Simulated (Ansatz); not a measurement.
## Does relaxation matter for the field gradients of KCl with sulfur replacing Cl?

Start: a supercell of KCl (rock salt type, Fm-3m) built from a structure deposited in the COD, with all atoms left at the host's positions.

```cif
data_K27SCl26
_symmetry_space_group_name_H-M 'Fm-3m'
_symmetry_Int_Tables_number 225
_cell_length_a 18.8788
_cell_length_b 18.8788
_cell_length_c 18.8788
_cell_angle_alpha 90.000
_cell_angle_beta 90.000
_cell_angle_gamma 90.000
loop_
_atom_site_label
_atom_site_type_symbol
_atom_site_symmetry_multiplicity
_atom_site_Wyckoff_symbol
_atom_site_fract_x
_atom_site_fract_y
_atom_site_fract_z
K1 K 32 f 0.3333 0.8333 0.8333
K2 K 24 e 0.5000 0.0000 0.8333
K6 K 48 h 0.8333 0.1667 0.0000
K27 K 4 a 0.0000 0.5000 0.5000
S S 4 b 0.5000 0.0000 0.0000
Cl29 Cl 48 i 0.6667 0.1667 0.0000
Cl32 Cl 32 f 0.8333 0.1667 0.1667
Cl42 Cl 24 e 0.0000 0.5000 0.3333
```

One atom of each set is listed; the run and its k-mesh use a cell of 54 atoms with edges of 13.35, 13.35, 13.35 Å.

Method: Kohn–Sham DFT in Ansatz, PBE, plane waves and PAW, scalar-relativistic, 420 eV cutoff, Γ-centred 2×2×2 k-points, Fermi–Dirac smearing 0.01 eV, cell charge -1.

The largest force at the start is 0.46 eV/Å. Relaxing the ions at fixed cell moves them by 0.125 Å at most (atom 2, K) and 0.055 Å rms.

| site | moved (Å) | first shell before | first shell after | V_zz before (10²¹ V/m²) | η before |
| --- | --- | --- | --- | --- | --- |
| K1 | 0.030 | 6 Cl at 3.15 Å | 6 Cl at 3.13–3.16 Å | -0.069 | 0.00 |
| K2 | 0.125 | 5 Cl at 3.15 Å, 1 S at 3.15 Å | 1 S at 3.02 Å, 5 Cl at 3.20–3.27 Å | -1.50 | 0.00 |
| K6 | 0.009 | 6 Cl at 3.15 Å | 6 Cl at 3.10–3.15 Å | 0.16 | 0.00 |
| S | 0.000 | 6 K at 3.15 Å | 6 K at 3.02 Å | 0.00 | – |
| Cl29 | 0.072 | 6 K at 3.15 Å | 6 K at 3.10–3.20 Å | -0.91 | 0.17 |
| Cl32 | 0.006 | 6 K at 3.15 Å | 6 K at 3.15–3.16 Å | 0.19 | 0.00 |
| Cl42 | 0.002 | 6 K at 3.15 Å | 6 K at 3.14–3.27 Å | -0.37 | 0.00 |

Problem. How do the gradients change?

Solution. 

```tsv
site	V_zz after	η after	change of V_zz
K1	0.10	0.00	+0.17
K2	-1.86	0.00	-0.36
K6	0.27	0.47	+0.11
S	0.00	–	0.00
Cl29	-0.54	0.51	+0.37
Cl32	0.13	0.00	-0.06
Cl42	-0.092	0.00	+0.28
```

The largest change of V_zz is on Cl29, from -0.91 to -0.54. In per cent, |V_zz| changes by +24 on K, -40 on Cl (all sites that start above 0.5). Where |V_zz| stays above 0.1, η moves most on K6, from 0.00 to 0.47. V_zz changes sign on K1 (same axis). Other sites without a gradient aren't listed.

The defect repeats with the cell of 54 atoms, so it feels its images: sites between two images don't show the values beside a lone defect, and zeros or small values of η there can come from the images' arrangement. A uniform background compensates the cell's charge.
Before: The neighbours have not yet relaxed around the defect (largest force 0.46 eV/Å), so a real crystal will differ.
After: The relaxation keeps the site symmetry m-3m of the start, so the impurity can't leave its site; a start off the site could end lower.
